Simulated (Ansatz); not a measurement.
Ag (fcc (Cu type), Fm-3m) under volume change, DFT-LDA in the program Ansatz with PAW potentials, scaled uniformly.

```tsv
V (Å³/atom)	E − E(relaxed) (meV/atom)	P (GPa)
14.587	66.3	16.65
15.068	26.9	9.86
15.549	5.9	4.31
16.029	0.0	-0.22
16.510	6.4	-3.92
16.991	22.9	-6.95
17.472	47.6	-9.44
```

Q: What does a third-order Birch–Murnaghan fit give for V₀, B₀ and B′?

A: V₀ = 16.00 Å³/atom, B₀ = 138 GPa, B′ = 5.7.

The cell keeps a stress of up to 0.2 GPa. The cell was relaxed with LDA under the symmetry of its start. No spin polarisation was allowed.

Potentials: the earlier of the program's two PAW sets. The files were generated under PBE; for other functionals the program regenerates the frozen cores, and for LDA and PBEsol the local potential too.
